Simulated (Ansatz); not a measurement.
Given:

NaAu2 (cubic Laves (MgCu2 type), space group No. 227), a = b = c = 7.8509 Å, α = β = γ = 90.00°; the cell used has 6 atoms.

This is the r²SCAN-relaxed structure.

### Question
All from plane-wave PAW r²SCAN (Ansatz code), unless another level is named. Predict the formation energy from the elements (no fitted shifts).

### Answer
-0.39 eV/atom.

### Question
And the density of states at the Fermi level?

### Answer
0.25 states/eV per atom (mean over ±0.08 eV).

Space group Fd-3m (cubic Laves (MgCu2 type)). The first step of the workflow began from a Materials Project structure, measured or hypothetical; the Crystallography Open Database files this formula in space group No. 227, but the cells were not matched. Whether it is the stable phase at ambient conditions was not checked. Symmetry was held in the r²SCAN relaxation; whether a distortion lowers the energy is not shown. The references are the lowest solids computed at this level, not always the standard phases. Spin–orbit coupling is left out wherever it is not named.

Potentials: the later of the program's two PAW sets.
